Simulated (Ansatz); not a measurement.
Here is the system:

Ni$_{5}$Ge$_{3}$:
Space group C2/c (No. 15); a = 10.7238 Å, b = 6.6748 Å, c = 6.3091 Å, α = γ = 90.00°, β = 120.93°

```tsv
atom	site	symmetry	x	y	z
Ni	8f	1	0.0728	0.2563	0.1454
Ni	4c	-1	0.2500	0.2500	0.0000
Ni	8f	1	0.1739	0.0865	0.5858
Ge	4e	2	0.0000	0.1033	0.7500
Ge	8f	1	0.1510	0.5663	0.0488
```
(The calculation used a cell of 16 atoms; values per cell refer to that cell.)

This is the r²SCAN-relaxed structure.

Problem. All from plane-wave PAW r²SCAN (Ansatz code), unless another level is named. Estimate the electronic character.

Solution. metallic (no gap).

Problem. And the formation energy from the elements (no fitted shifts)?

Solution. -0.27 eV/atom.

Problem. Predict the density of states at the Fermi level.

Solution. 0.56 states/eV per atom (mean over ±0.08 eV).

The first step of the workflow began from a Materials Project structure, measured or hypothetical; the Crystallography Open Database copy checked does not list it. Whether it is the stable phase at ambient conditions was not checked. The cell was relaxed with r²SCAN under the symmetry of its start; whether a distortion lowers the energy is not shown. No spin polarisation was allowed. The references are the lowest solids computed at this level, not always the standard phases. Spin–orbit coupling is left out wherever it is not named.

Potentials: the later of the program's two PAW sets.
